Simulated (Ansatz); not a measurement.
Cs2YAuI6: frozen normal mode

Computed with Ansatz, DFT PBEsol, scalar-relativistic, plane waves, PAW. Cutoff 420 eV, Γ-centred 4×4×4 k-points, Gaussian smearing of 0.05 eV. Spin–orbit coupling is left out, which matters for the heavy elements here. No spin polarisation. Energies are free energies at this smearing, counted from the undisturbed cell; pressure is positive in compression.

Reference structure (relaxed at this level; it needn't be the usual structure):

```
Cs Y Au I
1.0
     0.00000    5.92861    5.92861
     5.92861    0.00000    5.92861
     5.92861    5.92861    0.00000
Cs Y Au I
2 1 1 6
Direct
  0.75000 0.75000 0.75000
  0.25000 0.25000 0.25000
  0.00000 0.00000 0.00000
  0.50000 0.50000 0.50000
  0.74807 0.25193 0.25193
  0.25193 0.25193 0.74807
  0.25193 0.74807 0.74807
  0.25193 0.74807 0.25193
  0.74807 0.25193 0.74807
  0.74807 0.74807 0.25193
```

A zone-centre mode of this cell is frozen in: each atom moves by x times its row below, so x is the largest displacement.
```
atom ux uy uz
 Cs1   0.000   0.000   1.000
 Cs2   0.000   0.000  -1.000
  Y3   0.000   0.000   0.000
 Au4   0.000   0.000   0.000
  I5   0.000  -0.043   0.000
  I6   0.000   0.000   0.000
  I7   0.000   0.043   0.000
  I8  -0.043   0.000   0.000
  I9   0.043   0.000   0.000
 I10   0.000   0.000   0.000
```

```csv
x (Å),ΔE (meV/cell),force along the mode (eV/Å),pressure (GPa),gap on the mesh (eV)
-0.4000,59.1,0.34,0.2,1.10
-0.2000,13.3,?,0.0,?
0.0000,0.0,0.00,0.0,1.11
0.0500,0.8,-0.03,0.0,1.11
0.1000,3.2,-0.07,0.0,1.11
0.1500,7.3,-0.10,0.0,1.11
0.2500,21.2,-0.18,0.1,1.10
0.3000,31.3,-0.23,0.1,1.10
0.3500,43.9,?,?,1.10
```

By symmetry 0.4000 repeats -0.4000, -0.3000 repeats 0.3000, 0.2000 repeats -0.2000, -0.1000 repeats 0.1000 in energy; the slope of the energy along the path changes sign there.

Question: Give the withheld values.

Answer: force along the mode (eV/Å) at x (Å) = -0.2000: 0.14; gap on the mesh (eV) at x (Å) = -0.2000: 1.11; force along the mode (eV/Å) at x (Å) = 0.3500: -0.28; pressure (GPa) at x (Å) = 0.3500: 0.1.

Cost: 9 runs of about 5.6 core-minutes in all, on Arm Neoverse V1 (shared hosts).